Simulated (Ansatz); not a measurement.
Cs₂P₂Pd:
```
CELL_PARAMETERS angstrom
      3.45427    -7.49904     0.00000
      3.45427     7.49904     0.00000
      0.00000     0.00000     6.21955
ATOMIC_POSITIONS crystal
  Cs 0.78749 0.21251 0.25000
  Cs 0.21251 0.78749 0.75000
  Cs 0.41721 0.58279 0.25000
  Cs 0.58279 0.41721 0.75000
  P  0.94281 0.74392 0.25000
  P  0.05719 0.25608 0.75000
  P  0.74392 0.94281 0.75000
  P  0.25608 0.05719 0.25000
  Pd 0.00000 0.00000 0.00000
  Pd 0.00000 0.00000 0.50000
```

Relaxed with r²SCAN.

**Question.** Give the Bader charges and basin volumes of the independent atoms, plane-wave PAW r²SCAN (Ansatz code).

**Answer.** 

```
atom  Bader charge (e)  Bader volume (Å³)
----  ----------------  -----------------
Cs1              +0.73               38.8
Cs3              +0.76               38.6
P5               -0.64               31.0
Pd9              -0.20               21.8
```

Space group Cmcm. The first step of the workflow began from a Materials Project structure, measured or hypothetical; the Crystallography Open Database copy checked does not list it. Whether it is the stable phase at ambient conditions was not checked. The r²SCAN relaxation kept the symmetry of its start; its stability against distortions is not shown here. The run is not spin-polarised. Spin–orbit coupling is left out wherever it is not named.

Potentials: the later of the program's two PAW sets.
